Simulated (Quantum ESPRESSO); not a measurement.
## Band energies of RbCl at -2 % biaxial strain

```xyz
2
Lattice="3.8084 0.0000 0.0000 0.0000 3.8084 0.0000 0.0000 0.0000 3.9176" Properties=species:S:1:pos:R:3 pbc="T T T"
Cl     1.9042     1.9042     1.9588
Rb     0.0000     0.0000     0.0000
```

PBEsol (pw.x of Quantum ESPRESSO, ONCV potentials, no spin-orbit coupling); path ΓXMΓZRAZ,XR,MA; energies in eV from the valence-band maximum.

```csv
k (1/Å),point,band 4,band 5,band 6,band 7,band 8,band 9,band 10,band 11
0.00,Γ,-8.30,-8.30,-0.21,-0.08,-0.08,5.04,5.94,6.04
0.47,,-8.29,-8.25,-1.22,-0.32,-0.16,6.61,6.85,7.76
0.82,X,-8.25,-8.21,-1.78,-0.39,-0.21,7.49,8.46,8.54
0.94,,-8.25,-8.25,-1.74,-0.37,-0.26,7.54,8.40,8.44
1.41,,-8.78,-8.19,-1.11,-0.84,-0.17,6.43,6.94,8.89
1.65,M,-8.90,-8.18,-0.95,-0.95,-0.12,6.11,6.67,8.58
1.86,,-8.80,-8.19,-1.03,-0.90,-0.16,6.35,6.88,8.72
2.29,,-8.38,-8.27,-0.98,-0.54,-0.28,6.79,7.01,8.04
2.71,,-8.32,-8.30,-0.22,-0.15,-0.11,5.15,6.00,6.13
2.82,Γ,-8.30,-8.30,-0.21,-0.08,-0.08,5.04,5.94,6.04
3.27,,-8.26,-8.26,-1.25,-0.18,-0.18,6.68,6.76,7.53
3.62,Z,-8.22,-8.22,-1.76,-0.25,-0.25,7.41,8.23,8.49
3.72,,-8.25,-8.22,-1.73,-0.28,-0.24,7.44,8.22,8.46
4.13,,-8.72,-8.18,-1.17,-0.78,-0.08,6.55,7.35,9.38
4.44,R,-8.83,-8.16,-0.97,-0.90,0.00,6.04,6.92,8.84
4.55,,-8.83,-8.18,-0.99,-0.92,-0.07,6.15,7.04,8.84
4.96,,-8.71,-8.58,-1.32,-1.27,-1.09,8.28,9.08,9.08
5.27,A,-8.75,-8.65,-1.47,-1.47,-1.43,9.65,9.76,9.83
5.37,,-8.74,-8.66,-1.46,-1.43,-1.42,9.45,9.50,9.76
5.85,,-8.57,-8.50,-1.23,-0.92,-0.54,7.83,8.25,8.40
6.24,,-8.28,-8.26,-1.65,-0.34,-0.24,7.53,8.15,8.41
6.43,Z,-8.22,-8.22,-1.76,-0.25,-0.25,7.41,8.23,8.49
6.43,X,-8.25,-8.21,-1.78,-0.39,-0.21,7.49,8.46,8.54
6.52,,-8.27,-8.21,-1.75,-0.41,-0.21,7.49,8.45,8.52
6.88,,-8.61,-8.18,-1.30,-0.72,-0.09,6.72,7.50,9.49
7.24,R,-8.83,-8.16,-0.97,-0.90,0.00,6.04,6.92,8.84
7.24,M,-8.90,-8.18,-0.95,-0.95,-0.12,6.11,6.67,8.58
7.54,,-8.86,-8.33,-1.12,-1.12,-0.59,6.92,7.59,8.75
8.04,A,-8.75,-8.65,-1.47,-1.47,-1.43,9.65,9.76,9.83
```

The PBEsol gap is indirect, 5.04 eV, from R to Γ; the smallest direct gap is 5.12 eV.

Geometry strained from the cell relaxed with PBEsol, atoms relaxed again.

This is not the ordinary phase of the substance.
